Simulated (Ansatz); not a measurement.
Starting cell, InP (zinc blende):

```yaml
crystal:
  lattice:
    - [0.00000, 5.90701, 5.90701]
    - [2.95351, 2.95351, 5.90701]
    - [2.95351, 2.95351, 0.00000]
  atoms:
    - { symbol: P, position: [0.00000, 0.75000, 0.75000] }
    - { symbol: P, position: [0.50000, 0.75000, 0.75000] }
    - { symbol: In, position: [0.00000, 0.00000, 0.00000] }
    - { symbol: In, position: [0.50000, 0.00000, 0.00000] }
```

A phonon eigenvector at X = (0.5, 0.5, 0.0) is frozen into this cell: atom i moves by Q times the vector below, so Q is the largest atomic displacement, in Å. The cell is held. It is one choice among 2 degenerate patterns. (q is in reciprocal vectors of the primitive cell; the cell shown is doubled to hold the pattern.)

```
atom       x       y      z
----  ------  ------  -----
P1     0.000  -1.000  0.000
P2     0.000   1.000  0.000
In3    0.198   0.000  0.000
In4   -0.198   0.000  0.000
```

The numbers are results of r2SCAN (plane waves to 500 eV, PAW, scalar-relativistic; Ansatz, a first-principles code), not measurements. k mesh 10×10×10 (Γ-centred), Fermi-Dirac smearing 0.05 eV. Energies are smeared free energies. Stress and pressure are positive under compression. InP was relaxed with its symmetry unable to fall. The zero of ΔE is the undisplaced structure.

| Q (Å) | −dE/dQ from forces (eV/Å) | P (GPa) | ΔE (meV/cell) |
|---|---|---|---|
| -0.280 | 7.186 | 3.54 | 1008 |
| -0.233 | 5.999 | 2.47 | … |
| -0.187 | 4.804 | … | 449 |
| -0.140 | 3.605 | 0.89 | … |
| -0.093 | 2.404 | 0.40 | 112 |
| -0.047 | 1.202 | 0.10 | 28 |
| 0.000 | 0.000 | 0.00 | 0 |
| 0.047 | -1.202 | 0.10 | 28 |
| 0.093 | -2.404 | 0.40 | 112 |
| 0.140 | -3.605 | 0.89 | … |
| 0.187 | -4.804 | … | 449 |
| 0.233 | -5.999 | 2.47 | … |
| 0.280 | -7.186 | 3.54 | 1008 |

Some entries are withheld; supply them.


- -0.233, ΔE (meV/cell): 701
- -0.187, P (GPa): 1.58
- -0.140, ΔE (meV/cell): 252
- 0.140, ΔE (meV/cell): 252
- 0.187, P (GPa): 1.58
- 0.233, ΔE (meV/cell): 701

(A displaced cell: forces are minus the slopes of the energy, force constants its curvatures, and phonons follow from these.)
